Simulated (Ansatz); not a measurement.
Starting cell, ZnS (zinc blende):

```
CELL_PARAMETERS angstrom
      0.00000     2.67833     2.67833
      2.67833     0.00000     2.67833
      2.67833     2.67833     0.00000
ATOMIC_POSITIONS crystal
  S  0.75000 0.75000 0.75000
  Zn 0.00000 0.00000 0.00000
```

In each cell atom 2 (Zn, nearest neighbour S at 2.320 Å; its periodic images, 3.8 Å or more away, move with it) moves by s·(0.000, 0.000, 1.000) (along Cartesian z), the rest being held.

These are PBEsol (plane waves to 420 eV, PAW, scalar-relativistic; Ansatz, a quantum-chemistry and plane-wave program) values and carry that method's errors. k mesh 9×9×9 (Γ-centred), Fermi-Dirac smearing 0.05 eV. Energies are smeared free energies. ZnS was relaxed with its symmetry unable to fall. ΔE is measured from the undisplaced structure.

Q: Give the computed ΔE (meV/cell) at s (Å) = -0.700, -0.140, 0.140, 0.280, 0.420, 0.560.

A: 
```json
[
 {"s (Å)": "-0.700", "ΔE (meV/cell)": "1279"},
 {"s (Å)": "-0.140", "ΔE (meV/cell)": "60"},
 {"s (Å)": "0.140", "ΔE (meV/cell)": "60"},
 {"s (Å)": "0.280", "ΔE (meV/cell)": "235"},
 {"s (Å)": "0.420", "ΔE (meV/cell)": "513"},
 {"s (Å)": "0.560", "ΔE (meV/cell)": "871"}
]
```

(A displaced cell: forces are minus the slopes of the energy, force constants its curvatures, and phonons follow from these.)
